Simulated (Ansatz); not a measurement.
NiGe:
```xyz
8
Lattice="5.2842 0.0000 0.0000 0.0000 3.4679 0.0000 0.0000 0.0000 5.7206" Properties=species:S:1:pos:R:3 pbc="T T T"
Ni     2.6808     0.8670     3.9434
Ni     2.6034     2.6010     1.7772
Ni     5.2455     2.6010     1.0831
Ni     0.0387     0.8670     4.6375
Ge     3.6391     0.8670     0.5161
Ge     1.6452     2.6010     5.2045
Ge     4.2873     2.6010     3.3764
Ge     0.9969     0.8670     2.3442
```

Relaxed with PBEsol. Special points in fractions of this cell's reciprocal vectors: Γ (0.000, 0.000, 0.000); X (0.500, 0.000, 0.000); S (0.500, 0.500, 0.000); Y (0.000, 0.500, 0.000); Z (0.000, 0.000, 0.500); U (0.500, 0.000, 0.500); R (0.500, 0.500, 0.500); T (0.000, 0.500, 0.500).

### Question
List the band energies nearest the Fermi level at these points for PBEsol (plane waves, PAW; program Ansatz).

### Answer
In eV from the Fermi level; about four levels below and three above (degenerate sets whole), none deeper than 8.9 eV; points with the same levels are listed once.

```csv
k,below,above
Γ,-1.65 -1.16 -1.08 -0.84,0.74 0.84 3.80
X,-1.74 -1.74 -1.62 -1.62,0.83 0.83 1.34 1.34
S,-1.44 -1.44 -1.44 -1.44,0.32 0.32 0.32 0.32
Y,-1.28 -1.28 -0.52 -0.52,2.05 2.05 2.21 2.21
Z,-1.24 -1.24 -0.16 -0.16,0.96 0.96 2.67 2.67
U,-1.81 -1.81 -0.91 -0.91,0.77 0.77 2.53 2.53
R,-1.62 -1.62 -1.62 -1.62,2.55 2.55 2.55 2.55
T,-1.71 -1.71 -1.54 -1.54,0.43 0.43 0.72 0.72
```

Space group Pnma. Symmetry was held in the PBEsol relaxation. The run is not spin-polarised. Spin–orbit coupling is left out wherever it is not named.

Potentials: the earlier of the program's two PAW sets. The files were generated under PBE; for other functionals the program regenerates the frozen cores, and for LDA and PBEsol the local potential too.
